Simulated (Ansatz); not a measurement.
**Hf₃N₂: pressure against volume**

Hf₃N₂, R-3m, a = 3.193 Å, c = 23.125 Å. The structure is a Materials Project entry; whether it is the stable form wasn't checked. Ansatz: PBEsol, PAW, 420 eV, Γ-centred 12×12×12 mesh on 5 atoms, Gaussian smearing 0.10 eV; no spin polarisation. Shape and atoms are relaxed at each volume; pressure is positive in compression.

```
V (Å³/atom) P (GPa)
     12.798    15.53
     13.206     7.19
     13.615    -0.02
     14.023        ?
     14.432   -11.52
```

Question: Take V0 = 13.615 Å³/atom, count pressures from its P0 = -0.02 GPa, fit the third-order Birch–Murnaghan form to the other rows, and predict the missing pressure.

Answer: With the Eulerian strain f = ½[(V0/V)^(2/3) − 1] and y = (P − P0)/[3f(1 + 2f)^(5/2)], the form is the line y = B0 + 1.5 B0 (B0′ − 4) f. Rows (f, y): 0.02106, 222.0; 0.01027, 222.4; -0.01905, 221.7. Means f = 0.004093, y = 222.03; Σ(Δf)² = 0.0008616, ΣΔfΔy = 0.009414; the slope is their ratio. y = 222.0 + 10.93 f GPa, so B0 = 222.0 GPa and B0′ = 4 + 2 × (10.93)/(3 × 222.0) = 4.03. At V = 14.023, f = -0.00975, y = 221.89 and P = -6.20 GPa. The run gave -6.21 GPa, so the fit is 0.01 GPa too high, within the rms miss on the fitted rows (0.01 GPa).

Spin–orbit coupling is left out, which can shift energies with elements as heavy as these.